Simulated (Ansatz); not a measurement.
With the program Ansatz at the PBE level (PAW), AlInN$_{2}$ in the trigonal phase (P3m1; In on 1b, N on 1b, Al on 1c, N on 1c) relaxes to a = 3.336 Å, c = 5.500 Å. In has 4 nearest neighbours from 2.11 Å (tetrahedral); N on 1b has 4 nearest neighbours from 2.00 Å (tetrahedral); Al has 4 nearest neighbours from 1.88 Å (tetrahedral). Its formation energy from the elements is -0.49 eV/atom, with no fitted shifts.

It is gapped at this level: 0.89 eV (direct). The valence maximum lies at Γ and the conduction minimum at Γ. Gap from PBE with spin–orbit coupling: 0.88 eV. The electron mass is 0.13, 0.13, 0.15 mₑ (principal values).

An equation-of-state fit gives a bulk modulus of 150 GPa.

The start of the workflow was typed in or built on a structure type; neither database checked (COD, Materials Project) lists it. Whether it is the stable phase at ambient conditions was not checked. The PBE relaxation kept the symmetry of its start; whether a distortion lowers the energy is not shown. The references are the lowest solids computed at this level, not always the standard phases (solids in place of the gases). Spin–orbit coupling is left out wherever it is not named.

Potentials: the earlier of the program's two PAW sets.
